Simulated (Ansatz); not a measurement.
Ti:
```
Ti
1.0
    2.86497     0.00000     0.00000
   -1.43249     2.48114     0.00000
    0.00000     0.00000     4.53063
Ti
2
Direct
  0.33333   0.66667   0.75000
  0.66667   0.33333   0.25000
```

Relaxed with LDA. Special points in fractions of this cell's reciprocal vectors: Γ (0.000, 0.000, 0.000); M (0.500, 0.000, 0.000); K (0.333, 0.333, 0.000); A (0.000, 0.000, 0.500); L (0.500, 0.000, 0.500); H (0.333, 0.333, 0.500).

Task: List the band energies nearest the Fermi level at these points for LDA (plane waves, PAW; program Ansatz).

Result: In eV from the Fermi level; about four levels below and three above (degenerate sets whole), none deeper than 8.9 eV; points with the same levels are listed once.

```json
[
 {"k": "Γ", "below": "-6.27 -2.87", "above": "0.78 0.78 0.94"},
 {"k": "M", "below": "-2.42 -2.40 -2.06 -0.48", "above": "0.44 0.69 1.29"},
 {"k": "K", "below": "-1.93 -1.42 -1.42 -1.34", "above": "0.22 0.22 1.62"},
 {"k": "A", "below": "-4.32 -4.32", "above": "0.09 0.09 0.67 0.67 0.67 0.67"},
 {"k": "L", "below": "-2.75 -2.75 -0.92 -0.92", "above": "1.60 1.60 1.84 1.84"},
 {"k": "H", "below": "-1.20 -1.20 -0.15 -0.15", "above": "1.78 1.78 3.46 3.46"}
]
```

Space group P6_3/mmc (hcp (Mg type)). The LDA relaxation kept the symmetry of its start. The run is not spin-polarised.

Potentials: the later of the program's two PAW sets.
